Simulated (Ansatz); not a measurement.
**Relaxing a structure of Sr**

The start is a generated trial cell of Sr in the fcc structure type. A full variable-cell relaxation at zero pressure is run with r2SCAN (plane waves to 500 eV, PAW, scalar-relativistic; Ansatz, a quantum-chemistry and plane-wave program). First-step values are on the input's coarse k-mesh.

Ansatz input (later rounds restart from its end on a renewed k-mesh):
Ansatz 0.2 input:
```yaml
crystal:
  lattice:
    - [0, 3.04, 3.04]
    - [3.04, 0, 3.04]
    - [3.04, 3.04, 0]
  atoms:
    - { symbol: Sr, position: [0, 0, 0] }
basis: { ecutwfc: 500, ecutrho_ratio: 4, xc_grid: 4, fft_grid_basis: typed }
kpoints: { mp_grid: { grid: [9, 9, 9] } }
hamiltonian:
  xc: r2scan
  dispersion: none
  pseudopotentials: { azcp: { folder: ./paw }, kind: paw }
scf: { occupations: { method: fermi_dirac, width: 0.05 } }
relax: { f_tol: 0.01, max_steps: 100, cell: { stress_tol: 0.02 } }
output: { forces: true, stress: true }
```

```json
{
  "energy_released": "under 0.01 eV/atom",
  "optimiser_moves": "2"
}
```

Final structure:

```cif
data_Sr4
_chemical_formula_sum 'Sr4'
_space_group_name_H-M_alt 'Fm-3m'
_space_group_IT_number 225
_space_group_name_Hall '-F 4 2 3'
_cell_length_a 6.10016
_cell_length_b 6.10016
_cell_length_c 6.10016
_cell_angle_alpha 90.000
_cell_angle_beta 90.000
_cell_angle_gamma 90.000
loop_
_atom_site_label
_atom_site_type_symbol
_atom_site_symmetry_multiplicity
_atom_site_Wyckoff_symbol
_atom_site_fract_x
_atom_site_fract_y
_atom_site_fract_z
_atom_site_occupancy
Sr1 Sr 4 a 0.00000 0.00000 0.00000 1
```
(The calculation used a cell of 1 atom; values per cell refer to that cell.)

Final values are on a 13×13×13 k-mesh of the relaxed cell. No spin polarisation in the result.

The run could not lose the symmetry of its start.
